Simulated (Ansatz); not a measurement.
## K: distorted cells

Computed with Ansatz, DFT PBEsol, scalar-relativistic, plane waves, PAW.

Plane waves to 420 eV, a k mesh through Γ of 10×10×10 on the computed 1-atom cell and Gaussian smearing (0.10 eV); no spin polarisation.

Reference cell:

```xyz
1
Lattice="4.3104 0.0000 0.0000 0.0000 4.3104 0.0000 0.0000 0.0000 4.3104" Properties=species:S:1:pos:R:3 pbc="T T T"
K     0.0000    0.0000    0.0000
```

Each variant moves atoms of this cell by the vectors given, if any (Å), and then applies a symmetric strain (tensor components, Cartesian axes). The reference cell isn't relaxed at this level. Energies are per atom at zero smearing, counted from the lowest variant. Pressure is positive in compression.

1. strain (xx yy zz yz xz xy, %) -1.29 -1.29 -1.29 0.00 0.00 0.00
2. strain (xx yy zz yz xz xy, %) 3.28 3.28 3.28 0.00 0.00 0.00
3. strain (xx yy zz yz xz xy, %) -0.08 -0.08 -0.08 0.00 0.00 0.00
4. strain (xx yy zz yz xz xy, %) -3.36 -1.86 -1.86 -0.62 -0.10 0.10

```
variant  ΔE (meV/atom) P (GPa) space group
      1            0.0    -0.04        Pm-3m
      2           14.3    -0.33        Pm-3m
      3            1.6    -0.14        Pm-3m
      4            0.3     0.06         C2/m
```

This simple cubic form isn't the element's structure at ambient conditions.